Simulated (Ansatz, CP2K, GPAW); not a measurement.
# One calculation of AlSn, 3 ways

```
CELL_PARAMETERS angstrom
4.19811 0.00000 0.00000
-2.09905 3.63567 0.00000
0.00000 0.00000 3.30685
ATOMIC_POSITIONS crystal
Sn 0.00000 0.00000 0.50000
Al 0.66667 0.33333 0.00000
```

The cell comes from a database or a generator and needn't be the stable form of this composition.

Alike in all runs: task single point; functional PBEsol; k mesh 7 × 7 × 8; occupations gaussian, width 0.02 eV; no spin polarisation; no spin-orbit coupling. Pressure is positive in compression and, in plane waves, holds the error of the finite cutoff.

```
                                                     program and potentials  plane-wave cutoff (eV)                                                                            notes  pressure (GPa)
CP2K, POTENTIAL_UZH Sn GTH-PBE-q4, Al GTH-PBE-q3; TZVP-MOLOPT-PBE-GTH basis                       -  atomic basis; potentials made for PBE; 3.5 valence electrons an atom on average            0.56
                             Ansatz, all-electron LAPW, scalar-relativistic                       -                                                                                -           -1.76
                          GPAW, PAW data sets generated for this functional                     600                                         8.5 valence electrons an atom on average           -1.87
```

The pressure spans -1.87 (GPAW, PAW data sets generated for this functional) to 0.56 GPa (CP2K, POTENTIAL_UZH Sn GTH-PBE-q4, Al GTH-PBE-q3; TZVP-MOLOPT-PBE-GTH basis), with all-electron results at -1.76. Rows in atomic bases carry the error of their basis and grid, which can be large.

Differences between rows come from potentials, basis sets and numerical settings, since the functional is the same but for its coding. Runs on potential files found faulty are left out.
